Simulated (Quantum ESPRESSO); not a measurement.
# Sc3Sn2PdTa2: input and log of a self-consistent run

A calculation, not a measurement. The program is pw.x of Quantum ESPRESSO 7.5 (plane-wave density functional theory). The cell is made up: eight metal atoms on a face-centred cubic lattice, with elements, volume, strain and displacements drawn at random and not relaxed, so it may be unstable or far from any real phase. PseudoDojo standard norm-conserving files set the functional (PBE unless stated); there is no spin polarisation or spin-orbit coupling, the Fermi-Dirac width of 0.25 eV means electrons at about 2900 K, and the masses in the input are unused placeholders. The tin pseudopotential is less sure than most, with forces differing by about three percent from a second method on plain tin. Heavy elements are run without spin-orbit coupling, which real alloys of them have. A spin test at this wide smearing found no moment, but such smearing suppresses magnetism that the real alloy may have.

Input:

```
&control calculation='scf', pseudo_dir='./dojo.nc.sr.pbe.v0_5.standard.upf', outdir='./o', disk_io='medium', tprnfor=.true., tstress=.true. /
&system ibrav=0, nat=8, ntyp=4, nbnd=69, ecutwfc=82.02448710, nosym=.true., tot_charge=0,
 occupations='smearing', smearing='fd', degauss=0.0183746611
/
&electrons conv_thr=1.470e-08, electron_maxstep=70, mixing_beta=0.5 /
ATOMIC_SPECIES
Pd 1.0 Pd.upf
Sc 1.0 Sc.upf
Sn 1.0 Sn.upf
Ta 1.0 Ta.upf
CELL_PARAMETERS angstrom
2.3002 4.4988 2.2863
-0.0236 4.4299 -4.4112
-4.5189 4.4566 0.0031
ATOMIC_POSITIONS angstrom
Sc 0.1008 -0.088 0.1086
Sn -2.354 2.035 -0.0735
Pd 0.0188 2.1323 -2.0374
Ta -2.3335 4.4009 -2.1418
Sc -0.051 4.3956 0.0987
Sc -2.1826 6.7228 0.0229
Sn 0.1315 6.6192 -2.2347
Ta -2.2654 8.9966 -2.1106
K_POINTS automatic
5 5 4 1 1 1
```

The log is shortened where brackets say so; the opening notice, blank lines, dates and the lines on written files are dropped, and the path of the files is cut. It prints rydbergs, bohrs and kilobars, and counts compression as positive stress. Its total energy is the free energy E - TS of the whole cell.

```
     Program PWSCF v.7.5
     Parallel version (MPI & OpenMP), running on       1 processor cores
     Number of MPI processes:                 1
     Threads/MPI process:                     1
     [start-up lines left out]
     bravais-lattice index     =            0
     lattice parameter (alat)  =      10.4803  a.u.
     unit-cell volume          =    1217.7829 (a.u.)^3
     number of atoms/cell      =            8
     number of atomic types    =            4
     number of electrons       =       105.00
     number of Kohn-Sham states=           69
     kinetic-energy cutoff     =      82.0245  Ry
     charge density cutoff     =     328.0979  Ry
     scf convergence threshold =      1.5E-08
     mixing beta               =       0.5000
     number of iterations used =            8  plain     mixing
     Exchange-correlation= PBE
                           (   1   4   3   4   0   0   0)
     [axes and pseudopotential details left out]
   Cartesian axes
     site n.     atom                  positions (alat units)
         1        Sc     tau(   1) = (   0.0181755  -0.0158675   0.0195819  )
         2        Sn     tau(   2) = (  -0.4244558   0.3669361  -0.0132530  )
         3        Pd     tau(   3) = (   0.0033899   0.3844805  -0.3673688  )
         4        Ta     tau(   4) = (  -0.4207594   0.7935375  -0.3861934  )
         5        Sc     tau(   5) = (  -0.0091959   0.7925819   0.0177968  )
         6        Sc     tau(   6) = (  -0.3935502   1.2122053   0.0041292  )
         7        Sn     tau(   7) = (   0.0237111   1.1935249  -0.4029445  )
         8        Ta     tau(   8) = (  -0.4084801   1.6222000  -0.3805677  )
     number of k points=    50  Fermi-Dirac smearing, width (Ry)=  0.0184
                       cart. coord. in units 2pi/alat
        k(    1) = (  -0.0234141   0.1318076   0.0067679), wk =   0.0400000
        k(    2) = (  -0.2537033   0.2093515   0.0858726), wk =   0.0400000
     [further k points left out]
     Dense  grid:   122273 G-vectors     FFT dimensions: (  64,  72,  72)
     Estimated max dynamical RAM per process >     220.35 MB
     Initial potential from superposition of free atoms
     starting charge     104.9870, renormalised to     105.0000
     Starting wfcs are   77 randomized atomic wfcs
     total cpu time spent up to now is       53.5 secs
     per-process dynamical memory:   115.7 Mb
     Self-consistent Calculation
     iteration #  1     ecut=    82.02 Ry     beta= 0.50
     Davidson diagonalization with overlap
     ethr =  1.00E-02,  avg # of iterations =  2.1
     total cpu time spent up to now is      194.8 secs
     total energy              =   -1127.75974419 Ry
     estimated scf accuracy    <      13.96590669 Ry
     iteration #  2     ecut=    82.02 Ry     beta= 0.50
     Davidson diagonalization with overlap
     ethr =  1.00E-02,  avg # of iterations =  3.0
     total cpu time spent up to now is      357.4 secs
     total energy              =   -1135.75520650 Ry
     estimated scf accuracy    <      33.94622661 Ry
     iteration #  3     ecut=    82.02 Ry     beta= 0.50
     Davidson diagonalization with overlap
     ethr =  1.00E-02,  avg # of iterations =  2.0
     total cpu time spent up to now is      532.7 secs
     total energy              =   -1137.49154280 Ry
     estimated scf accuracy    <       5.53355147 Ry
     iteration #  4     ecut=    82.02 Ry     beta= 0.50
     Davidson diagonalization with overlap
     ethr =  5.27E-03,  avg # of iterations =  2.2
     total cpu time spent up to now is      692.5 secs
     total energy              =   -1137.28829273 Ry
     estimated scf accuracy    <       3.01142903 Ry
     iteration #  5     ecut=    82.02 Ry     beta= 0.50
     Davidson diagonalization with overlap
     ethr =  2.87E-03,  avg # of iterations =  3.0
     total cpu time spent up to now is      820.8 secs
     total energy              =   -1137.17064014 Ry
     estimated scf accuracy    <       1.64421353 Ry
     [iterations 6 to 14 left out]
     iteration # 15     ecut=    82.02 Ry     beta= 0.50
     Davidson diagonalization with overlap
     ethr =  3.87E-09,  avg # of iterations =  3.6
     total cpu time spent up to now is     2522.4 secs
     total energy              =   -1137.10119557 Ry
     estimated scf accuracy    <       0.00000095 Ry
     iteration # 16     ecut=    82.02 Ry     beta= 0.50
     Davidson diagonalization with overlap
     ethr =  9.04E-10,  avg # of iterations =  5.1
     total cpu time spent up to now is     2676.9 secs
     total energy              =   -1137.10119563 Ry
     estimated scf accuracy    <       0.00000241 Ry
     iteration # 17     ecut=    82.02 Ry     beta= 0.50
     Davidson diagonalization with overlap
     ethr =  9.04E-10,  avg # of iterations =  2.0
     total cpu time spent up to now is     2816.9 secs
     total energy              =   -1137.10119582 Ry
     estimated scf accuracy    <       0.00000010 Ry
     iteration # 18     ecut=    82.02 Ry     beta= 0.50
     Davidson diagonalization with overlap
     ethr =  9.33E-11,  avg # of iterations =  5.1
     total cpu time spent up to now is     2965.4 secs
     total energy              =   -1137.10119583 Ry
     estimated scf accuracy    <       0.00000003 Ry
     iteration # 19     ecut=    82.02 Ry     beta= 0.50
     Davidson diagonalization with overlap
     ethr =  2.54E-11,  avg # of iterations =  2.6
     total cpu time spent up to now is     3098.5 secs
     End of self-consistent calculation
     [lines on levels left out]
!    total energy              =   -1137.10119584 Ry
     estimated scf accuracy    <          1.8E-09 Ry
     smearing contrib. (-TS)   =      -0.12753750 Ry
     internal energy E=F+TS    =   -1136.97365833 Ry
     The total energy is F=E-TS. E is the sum of the following terms:
     one-electron contribution =    -379.80861476 Ry
     hartree contribution      =     234.48578814 Ry
     xc contribution           =    -237.93658257 Ry
     ewald contribution        =    -753.71424914 Ry
     convergence has been achieved in  19 iterations
     Forces acting on atoms (cartesian axes, Ry/au):
     atom    1 type  2   force =    -0.00407785   -0.00178428    0.00227130
     atom    2 type  3   force =     0.01067637    0.02965429    0.01501692
     atom    3 type  1   force =     0.00611927    0.00164005   -0.00476753
     atom    4 type  4   force =    -0.01418814   -0.00061987   -0.02401790
     atom    5 type  2   force =    -0.00194749   -0.00057996   -0.03256727
     atom    6 type  2   force =    -0.00636807   -0.00888330   -0.01979868
     atom    7 type  3   force =    -0.01603418    0.00566255    0.04440639
     atom    8 type  4   force =     0.02582008   -0.02508948    0.01945676
     Total force =     0.087162     Total SCF correction =     0.000157
     Computing stress (Cartesian axis) and pressure
          total   stress  (Ry/bohr**3)                   (kbar)     P=      -83.51
  -0.00057748  -0.00003857  -0.00001730          -84.95       -5.67       -2.55
  -0.00003857  -0.00053021   0.00005540           -5.67      -78.00        8.15
  -0.00001730   0.00005540  -0.00059535           -2.55        8.15      -87.58
     init_run     :     50.75s CPU     53.30s WALL (       1 calls)
     electrons    :   2949.24s CPU   3045.01s WALL (       1 calls)
     forces       :     19.88s CPU     20.11s WALL (       1 calls)
     stress       :     63.79s CPU     65.80s WALL (       1 calls)
     [timing details left out]
     PWSCF        :  51m24.10s CPU  53m 5.08s WALL
     JOB DONE.
```

In other units: free energy -15471.050 eV for the cell, pressure -8.35 GPa, largest force component 1.142 eV/Å in size. The run took 3187 s of wall time with one process on a shared machine (AMD EPYC, Zen 5, virtual cores), so the time is rough. A rerun of this cell at a higher cutoff and on a denser mesh moved values by no more than 0.002 eV in energy, 0.02 GPa in stress and 0.003 eV/Å in force, and a second program with other atomic files agreed on that cell to 2 % rms in force and 0.5 GPa in pressure.